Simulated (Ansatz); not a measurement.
Level of theory: Ansatz, DFT PBE, scalar-relativistic, plane waves, PAW. Settings: cutoff 420 eV, Γ-centred meshes spaced at most about 0.3 Å⁻¹, and about 0.25 Å⁻¹ or finer for metals (2π included), Gaussian smearing. No spin polarisation in the final relaxations.

Temperature and zero-point effects are left out. All come from trial cells, and lower structures may exist.

Task: Order these relaxed structures of Ga2SnTe2 by energy, lowest first, with the energy over the lowest of them.
A. Space group P-3m1 (No. 164), trigonal, a = 4.014 Å, c = 11.999 Å. Ga has 3 Te at 2.67 Å and 1 Sn at 2.68 Å; around Sn lie 2 Ga at 2.68 Å; around Te lie 3 Ga at 2.67 Å.
B. Space group P4/mmm (No. 123), tetragonal, a = 5.490 Å, c = 6.075 Å. Ga has 2 Sn at 2.74 Å and 4 Te at 3.13 Å; around Sn lie 4 Ga at 2.74 Å; Te has 2 Te at 3.02–3.06 Å and 4 Ga at 3.13 Å.
C. Space group P4/mmm (No. 123), tetragonal, a = 4.102 Å, c = 8.176 Å. Around Ga lie 4 Ga at 2.90 Å and 4 Te at 3.13 Å; Sn is surrounded by 8 Te at 3.38 Å; around Te lie 4 Ga at 3.13 Å, 4 Sn at 3.38 Å and 1 Te at 3.46 Å.
D. Space group P4/mmm (No. 123), tetragonal, a = 5.528 Å, c = 4.738 Å. Ga is surrounded by 2 Ga at 2.37 Å, 4 Te at 3.01 Å and 4 Sn at 4.08 Å; Sn has 8 Te at 3.64 Å and 8 Ga at 4.08 Å; Te has 4 Ga at 3.01 Å and 4 Sn at 3.64 Å.

Result: A (0 meV/atom), C (38 meV/atom), D (191 meV/atom), B (210 meV/atom). Forms: A P-3m1; C P4/mmm; D P4/mmm; B P4/mmm. Counting Te atoms around Ga and Sn (those within 1.25 times the shortest such distance or 1.15 times the sum of covalent radii; the shortest distance is added where it exceeds 1.18 times the sum of covalent radii): A has Ga 3, Sn 6 from 4.6 Å; C has Ga 4 from 3.1 Å, Sn 8 from 3.4 Å; D has Ga 4, Sn 8 from 3.6 Å; B has Ga 4 from 3.1 Å, Sn 8 from 4.2 Å. B holds Te–Te chains (shortest 3.02 Å) (bonds between like non-metal atoms; other contacts aren't counted).

Weakly bound directions are ill-defined at this level, which has no dispersion term (P-3m1), and this can change margins and order among such cells. These runs have no spin–orbit coupling, which can matter for Te. Cells relaxed within their symmetry can be saddle points. Some structure types and database cells were kept out of the candidates from the start, so a known form may be missing.
